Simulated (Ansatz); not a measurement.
GaAs:
```yaml
crystal:
  lattice:
    - [4.02606, 0.00000, 0.00000]
    - [-2.01303, 3.48667, 0.00000]
    - [0.00000, 0.00000, 8.85228]
  atoms:
    - { symbol: Ga, position: [0.00000, 0.50000, 0.33333] }
    - { symbol: Ga, position: [0.50000, 0.50000, 0.66667] }
    - { symbol: Ga, position: [0.50000, 0.00000, 0.00000] }
    - { symbol: As, position: [0.00000, 0.50000, 0.83333] }
    - { symbol: As, position: [0.50000, 0.50000, 0.16667] }
    - { symbol: As, position: [0.50000, 0.00000, 0.50000] }
```

Relaxed with r²SCAN. Special points in fractions of this cell's reciprocal vectors: Γ (0.000, 0.000, 0.000); M (0.500, 0.000, 0.000); K (0.333, 0.333, 0.000); A (0.000, 0.000, 0.500); L (0.500, 0.000, 0.500); H (0.333, 0.333, 0.500).

Q: List the band energies nearest the Fermi level at these points for DFT-r²SCAN in the program Ansatz with PAW potentials.

A: In eV from the Fermi level; about four levels below and three above (degenerate sets whole), none deeper than 8.9 eV; points with the same levels are listed once.

```json
[
 {"k": "Γ", "below": "-0.83 -0.83 -0.62 -0.26", "above": "0.03 1.87 1.87"},
 {"k": "M", "below": "-2.80 -2.13 -1.92 -1.81", "above": "0.65 0.84 1.72"},
 {"k": "K", "below": "-3.82 -3.82 -2.52 -1.89 -1.89", "above": "0.09 2.44 2.44"},
 {"k": "A", "below": "-0.80 -0.74 -0.74 -0.46", "above": "1.78 1.78 1.80"},
 {"k": "L", "below": "-2.66 -2.62 -2.25 -1.93", "above": "1.26 1.67 2.68"},
 {"k": "H", "below": "-4.08 -4.08 -2.35 -1.55", "above": "2.57 2.67 2.67"}
]
```

Space group P6_422. The start of the workflow was typed in or built on a structure type; neither database checked (COD, Materials Project) lists it. It is not the phase usual at ambient conditions (space group No. 216). The cell was relaxed with r²SCAN under the symmetry of its start; whether a distortion lowers the energy is not shown. The Fermi level of a semimetal is unsure by some 0.05 eV on such meshes. Spin–orbit coupling is left out wherever it is not named.

Potentials: the later of the program's two PAW sets.
